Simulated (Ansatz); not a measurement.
# Phonons of Al₂Au (Fm-3m)

```
Al Au
1.0
     0.00000    3.00065    3.00065
     3.00065    0.00000    3.00065
     3.00065    3.00065    0.00000
Al Au
2 1
Direct
  0.25000 0.25000 0.25000
  0.75000 0.75000 0.75000
  0.00000 0.00000 0.00000
```

Computed, not measured; unless marked otherwise by PBEsol, all-electron LAPW in Ansatz 0.2.0, scalar-relativistic. k mesh 8×8×8, Fermi-Dirac smearing of 0.050 eV, basis error target 0.5 meV/atom. The cell was relaxed by PAW under this functional.

Atoms are displaced by 0.01 Å in the smallest supercells that hold the wave vectors of a 2×2×2 mesh. Negative values stand for unstable modes.

(1) What are the phonon energies at the solved wave vectors, in cm⁻¹?

(2) Is the structure dynamically stable at these wave vectors?

(3) How do the optical zone-centre modes decompose, and which are active?

(4) How well do frozen-core PAW files reproduce these all-electron values?

(5) The cell is scaled evenly to 53.225 and 54.846 Å³ (from 54.035), with free atoms relaxed and the shape held. What are the mode Grüneisen parameters γ = −d ln ω/d ln V?

Answers

(1) 

| q | point | modes (cm⁻¹) |
| --- | --- | --- |
| 0.000 0.000 0.000 | Gamma | 228.6 (×3), 251.8 (×3) |
| 0.500 0.000 0.000 | L | 59.3 (×2), 120.7, 245.9 (×2), 263.3 (×2), 272.0, 277.3 |
| 0.500 0.500 0.000 | X | 89.7 (×2), 124.2, 206.5, 213.8 (×2), 304.4 (×2), 309.8 |

(2) Yes, no mode is unstable there; wave vectors off this mesh aren't tested.

(3) Point group m-3m: Γ_opt = T1u + T2g.

```
label   cm⁻¹  activity      mostly
  T1u  228.6        IR   Al (78 %)
  T2g  251.8     Raman  Al (100 %)
```

In a metal the activity is that of symmetry alone; free carriers screen the infrared modes.

(4) With a cutoff of 420 eV and displacements of 0.0025 Å, the r.m.s. difference over the modes is 0.1 cm⁻¹; the largest difference is 252.0 (PAW) against 251.8 cm⁻¹ (LAPW).

(5) For the highest mode, 320.7 cm⁻¹ in the small cell and 299.5 in the large one give γ ≈ 2.28. From the change of the dynamical matrix on each mode:

```
point   cm⁻¹     γ
Gamma  228.6  2.13
Gamma  251.8  2.93
    L   59.3  0.99
    L  120.7  1.67
    L  245.9  2.10
    L  263.3  2.00
    L  272.0  1.84
    L  277.3  1.73
    X   89.7  1.16
    X  124.2  1.94
    X  206.5  1.92
    X  213.8  2.12
    X  304.4  1.88
    X  309.8  2.28
```

Weighted by the modes' heat capacities at 300 K, the mean on this mesh is 1.81; it moves with the q mesh, and a coarse one overweights the zone boundary.

Limits of these numbers: responses of metals move with mesh and smearing; no spin-orbit coupling on heavy atoms; the frozen-core PAW files of the compared runs were fitted under PBE, their cores solved anew for this functional.
